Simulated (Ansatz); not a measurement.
**BP at 22 GPa (stress–strain coefficients): relaxed-ion elastic tensor**

Theory: Ansatz 0.2.0, DFT LDA, scalar-relativistic, plane waves, PAW. Plane waves to 420 eV; Γ-centred k mesh 12×12×12; fixed occupations. No spin polarisation.

The cell, relaxed at 22 GPa:
```yaml
crystal:
  lattice:
    - [0.00000, 2.16923, 2.16923]
    - [2.16923, 0.00000, 2.16923]
    - [2.16923, 2.16923, 0.00000]
  atoms:
    - { symbol: B, position: [0.00000, 0.00000, 0.00000] }
    - { symbol: P, position: [0.75000, 0.75000, 0.75000] }
```

Other phases may be more stable at this pressure.

Question: Give the relaxed-ion elastic constants (GPa, Voigt order xx yy zz yz xz xy, on the axes of the cell above).

Answer:
C11 = 449.8, C12 = 155.5, C13 = 155.5, C22 = 449.8, C23 = 155.5, C33 = 449.8, C44 = 228.8, C55 = 228.8, C66 = 228.8 GPa; the others vanish.

Question: Is the crystal stable against homogeneous strain?

Answer: Yes: the least eigenvalue of the tensor is 228.8 GPa.

Question: And the moduli of a polycrystal (Hill averages)?

Answer: B = 254 GPa, G = 192 GPa, E = 459 GPa, ν = 0.20.

Cost: 1 run of about 0.78 core-minutes, on Intel Xeon Platinum 8488C (Sapphire Rapids) (shared hosts).